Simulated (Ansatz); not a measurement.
From the elastic tensor of CdS to moduli and sound speeds

These are results of DFT LDA, scalar-relativistic, plane waves, PAW in Ansatz 0.2.0, not measurements. Cutoff 420 eV, 6×6×4 k-points (Γ-centred), fixed occupations. No spin polarisation.

It takes space group P6_3mc (No. 186, hexagonal). The conventional cell has a = 4.074 Å, b = 4.074 Å, c = 6.637 Å, α = 90.00°, β = 90.00°, γ = 120.00°. Cd (site symmetry 3m) has 4 S at 2.49 to 2.50 Å as nearest neighbours. S (site symmetry 3m) has 4 Cd at 2.49 to 2.50 Å as nearest neighbours.

Relaxed-ion constants (GPa, on the Cartesian axes of the calculation):
C11 = 93.5, C12 = 58.3, C13 = 50.6, C22 = 93.5, C23 = 50.6, C33 = 104.2, C44 = 15.7, C55 = 15.7, C66 = 17.6 GPa; the others vanish.

Density 5.029 g/cm³; 4 atoms in 95.40 Å³.

The values that follow are for a polycrystal of randomly turned grains, by Hill's mean where one number stands.

With S = C⁻¹: B_V = (C11+C22+C33+2(C12+C13+C23))/9, G_V = (C11+C22+C33−C12−C13−C23+3(C44+C55+C66))/15, 1/B_R = S11+S22+S33+2(S12+S13+S23), 15/G_R = 4(S11+S22+S33−S12−S13−S23)+3(S44+S55+S66); Hill is their mean. Then v_l = √((B+4G/3)/ρ), v_t = √(G/ρ), v_m = [(2/v_t³+1/v_l³)/3]^(−1/3) and Θ = (ħ/k_B)·v_m·(6π²n/V)^(1/3) for n atoms in the volume V; E = 9BG/(3B+G), ν = (3B−2G)/(2(3B+G)) and A^U = 5G_V/G_R + B_V/B_R − 6.

```
Bulk modulus, Voigt / Reuss / Hill          : 67.8 / 67.8 / 67.8 GPa
Shear modulus, Voigt / Reuss / Hill         : 18.6 / 17.9 / 18.3 GPa
Young's modulus                             : 50 GPa
Poisson ratio                               : 0.376
Pugh ratio B/G                              : 3.71
Universal anisotropy index                  : 0.18
Longitudinal and transverse sound speeds    : 4280 and 1905 m/s
Debye temperature from the mean sound speed : 222 K
```

Cost: 1 run of about 5.3 core-minutes, on Intel Xeon Platinum 8259CL (Skylake/Cascade Lake) (shared hosts).